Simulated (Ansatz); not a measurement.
Consider the following.

BaLiF$_{3}$:
```cif
data_BaF3Li
_chemical_formula_sum 'Ba1 Li1 F3'
_space_group_name_H-M_alt 'P 1'
_space_group_IT_number 1
_cell_length_a 3.98162
_cell_length_b 3.98162
_cell_length_c 3.98162
_cell_angle_alpha 90.000
_cell_angle_beta 90.000
_cell_angle_gamma 90.000
loop_
_space_group_symop_operation_xyz
  'x, y, z'
loop_
_atom_site_label
_atom_site_type_symbol
_atom_site_fract_x
_atom_site_fract_y
_atom_site_fract_z
_atom_site_occupancy
Ba1 Ba 0.00000 0.00000 0.00000 1
Li1 Li 0.50000 0.50000 0.50000 1
F1 F 0.00000 0.50000 0.50000 1
F2 F 0.50000 0.00000 0.50000 1
F3 F 0.50000 0.50000 0.00000 1
```

This is the r²SCAN-relaxed structure.

Question: All from DFT-r²SCAN in the program Ansatz with PAW potentials, unless another level is named. Estimate the hole effective mass with spin–orbit coupling, band 1 of 2 at the edge.

Answer: 2.9 along [100], 5.9 along [110], 7.8 along [111] (mₑ).

Question: What about the electron effective mass with spin–orbit coupling, band 2 of 2 at the edge?

Answer: 0.49 along [100], 0.53 along [110], 0.59 along [111] (mₑ).

Question: Next, the hole effective mass, band 2 of 3 at the edge?

Answer: 3.0 along [100], 3.0 along [110], 8.2 along [111] (mₑ).

Question: Next, the valence-band maximum?

Answer: at Γ.

Space group Pm-3m (cubic perovskite). The first step of the workflow began from a Materials Project structure, measured or hypothetical; the Crystallography Open Database copy checked does not list it. Its standing as an ambient phase is unchecked. Symmetry was held in the r²SCAN relaxation; whether a distortion lowers the energy is not shown. Spin–orbit coupling is left out wherever it is not named.

Potentials: the later of the program's two PAW sets.

Edges and masses are those of Kohn–Sham bands, whose gap is no quasiparticle gap.
